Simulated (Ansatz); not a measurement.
Comparing deformations in SnSe

Theory: DFT r2SCAN, scalar-relativistic, plane waves, PAW (Ansatz 0.2.0). Cutoff 500 eV, Γ-centred 10×10×10 k-points, Gaussian smearing of 0.05 eV. No spin polarisation. Energies are free energies at this smearing, counted from the undisturbed cell; pressure is positive in compression.

The starting cell (as given, not relaxed at this level; it stands at 0.0 GPa; this rock-salt form isn't the usual structure):

```
Sn Se
1.0
     0.00000    3.01000    3.01000
     3.01000    0.00000    3.01000
     3.01000    3.01000    0.00000
Sn Se
1 1
Direct
  0.00000 0.00000 0.00000
  0.50000 0.50000 0.50000
```

The cell is strained by ε times a Voigt pattern (xx, yy, zz, yz, xz, xy; engineering shear) with fractional coordinates fixed. τ = (1/V0) dE/dε comes from the stress tensor. Of each scan, only the three points used here are listed.

| pattern | ε | τ (GPa) |
| --- | --- | --- |
| (1, 0, 0, 0, 0, 0) | -0.0150 | -2.19 |
| (1, 0, 0, 0, 0, 0) | 0.0000 | 0.03 |
| (1, 0, 0, 0, 0, 0) | 0.0150 | 1.87 |
| (1, -1, 0, 0, 0, 0) | -0.0050 | -1.23 |
| (1, -1, 0, 0, 0, 0) | 0.0000 | 0.00 |
| (1, -1, 0, 0, 0, 0) | 0.0050 | 1.23 |
| (0, 0, 1, 0, 0, 0) | -0.0100 | -1.40 |
| (0, 0, 1, 0, 0, 0) | 0.0000 | 0.03 |
| (0, 0, 1, 0, 0, 0) | 0.0100 | 1.30 |

Which constants do the scans give, and which deformation costs least for the same size of strain tensor?

The slope dτ/dε at zero (parabola through three points) is pᵀCp: (1, 0, 0, 0, 0, 0) gives C11 = 135 GPa; (1, -1, 0, 0, 0, 0) gives 2(C11 − C12) = 246 GPa; (0, 0, 1, 0, 0, 0) gives C11 = 135 GPa. The size of the strain tensor, ε:ε, is ε² times 1.0, 2.0, 1.0. Per unit of it the stiffnesses are 135, 123, 135 GPa, so (1, -1, 0, 0, 0, 0) is the softest of these: at ε:ε = (1 %)² the quadratic term costs 1.04 meV/atom against 1.15 for the stiffest.

What else follows for this cubic crystal?

From the unrounded slopes C11 = 135.1 and C12 = 12.3 GPa, so B = (C11 + 2 C12)/3 = 53 GPa and the Poisson ratio for a pull along a cube edge is C12/(C11 + C12) = 0.08.